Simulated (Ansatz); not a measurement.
## Generalised stacking-fault energy along a line for Li (bcc, W type)

Generalised stacking fault of Li (bcc, W type) on the {211} plane. The cell below holds the perfect crystal with the plane normal along z; tilting its third vector by the shift puts one fault into each cell, between planes 1.40 Å apart, at fixed cell height.

```xyz
6
Lattice="2.9746 0.0000 0.0000 0.0000 4.8575 0.0000 0.0000 0.0000 8.4135" Properties=species:S:1:pos:R:3 pbc="T T T"
Li     0.0000     0.0000     7.7124
Li     1.9831     2.4288     0.7011
Li     0.9915     0.0000     2.1034
Li     0.0000     2.4288     3.5056
Li     1.9831     0.0000     4.9079
Li     0.9915     2.4288     6.3101
```

In-plane vectors a = (2.975, 0.000) Å, b = (0.000, 4.858) Å, area 14.45 Å². The shift is s times the vector a (length 2.975 Å), so s = 1 restores the start. The shift is rigid: no atom relaxes. γ = [E(shift) − E(0)] / area.

These are PBE (plane waves to 420 eV, PAW, scalar-relativistic; Ansatz, an electronic-structure program) values and carry that method's errors. k mesh 13×8×5 (Γ-centred), Fermi-Dirac smearing 0.05 eV. Energies are extrapolated to zero smearing. Stress and pressure are positive under compression. With partly filled bands, the k mesh leaves noise in γ, roughly 0.02 J/m² as judged from a few cases. Faults lie only 8.4 Å apart, and holding the cell height and the atoms raises γ above its relaxed value. Li was relaxed with its symmetry unable to fall. The PAW data are Ansatz's earlier set. γ is measured from zero shift.

```
s      γ (meV/Å²)  σ normal to the fault (GPa)
-----  ----------  ---------------------------
0.000           0                          0.2
0.083           0                          0.0
0.167           1                          0.0
0.250           3                          0.1
0.333           4                          0.3
0.417           6                          0.5
0.500           6                          0.6
0.583           6                          0.7
0.667           5                          0.7
0.750           3                          0.6
0.833           1                          0.4
0.917           0                          0.2
```

Summary:

The highest computed γ on the line comes out as 0.10 J/m². Position of the highest point: s = 0.417 and s = 0.500 and s = 0.583.

(The slope of γ gives the shear force per area between the displaced halves; near zero shift its curvature is an elastic stiffness.)
